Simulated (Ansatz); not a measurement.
NaLiCdS2:
```xyz
5
Lattice="4.0930 0.0000 0.0000 -2.0465 3.5447 0.0000 0.0000 0.0000 6.9163" Properties=species:S:1:pos:R:3 pbc="T T T"
Na     0.0000     2.3631     6.7315
Li     2.0465     1.1816     4.5836
Cd     0.0000     0.0000     2.6309
S      2.0465     1.1816     1.6813
S      0.0000     0.0000     5.1214
```

PBEsol (plane waves, PAW; program Ansatz) gives a gap of 1.62 eV without spin–orbit coupling, maximum at Γ, minimum at Γ.

Problem. What happens when spin–orbit coupling is switched on?

Solution. The gap falls by 0.02 eV, to 1.60 eV; maximum at Γ, minimum at Γ.

Problem. Give the electron effective mass with spin–orbit coupling.

Solution. 0.17, 0.17, 0.22 mₑ (principal values).

Problem. Give the hole effective mass with spin–orbit coupling.

Solution. 0.44, 0.44, 3.0 mₑ (principal values).

Space group P3m1. The first step of the workflow began from a Materials Project structure, measured or hypothetical; the Crystallography Open Database copy checked does not list it. Whether it is the stable phase at ambient conditions was not checked. The PBEsol relaxation kept the symmetry of its start; its stability against distortions is not shown here.

Potentials: the later of the program's two PAW sets.
